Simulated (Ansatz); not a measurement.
Ti:
```yaml
crystal:
  lattice:
    - [4.56012, 0.00000, 0.00000]
    - [-2.28006, 3.94918, 0.00000]
    - [0.00000, 0.00000, 2.81993]
  atoms:
    - { symbol: Ti, position: [0.00000, 0.00000, 0.00000] }
    - { symbol: Ti, position: [0.33333, 0.66667, 0.50000] }
    - { symbol: Ti, position: [0.66667, 0.33333, 0.50000] }
```

Relaxed with r²SCAN+D4. Special points in fractions of this cell's reciprocal vectors: Γ (0.000, 0.000, 0.000); M (0.500, 0.000, 0.000); K (0.333, 0.333, 0.000); A (0.000, 0.000, 0.500); L (0.500, 0.000, 0.500); H (0.333, 0.333, 0.500).

Q: List the band energies nearest the Fermi level at these points for r²SCAN+D4 in the plane-wave PAW code Ansatz.

A: In eV from the Fermi level; about four levels below and three above (degenerate sets whole), none deeper than 8.9 eV; points with the same levels are listed once.

| k | below | above |
|---|---|---|
| Γ | -0.80 -0.80 -0.77 -0.77 | 0.02 0.82 1.44 1.44 |
| M | -2.79 -0.43 -0.36 -0.35 | 0.08 0.63 0.96 |
| K | -3.39 -3.39 -0.28 -0.28 -0.10 | 0.19 0.32 0.32 |
| A | -2.22 -2.22 -1.98 -1.80 -1.80 | 1.14 1.14 1.40 1.40 |
| L | -1.84 -1.29 -0.85 -0.76 | 0.45 0.92 0.93 |
| H | -1.56 -1.56 -1.27 -1.27 -1.08 | 0.72 0.72 0.89 0.89 |

Space group P6/mmm. This is a known high-pressure phase of the composition, computed here at zero pressure and temperature. The cell was relaxed with r²SCAN+D4 under the symmetry of its start; its stability against distortions is not shown here. No spin polarisation was allowed. The pairwise dispersion correction was not fitted to metals.

Potentials: the later of the program's two PAW sets.
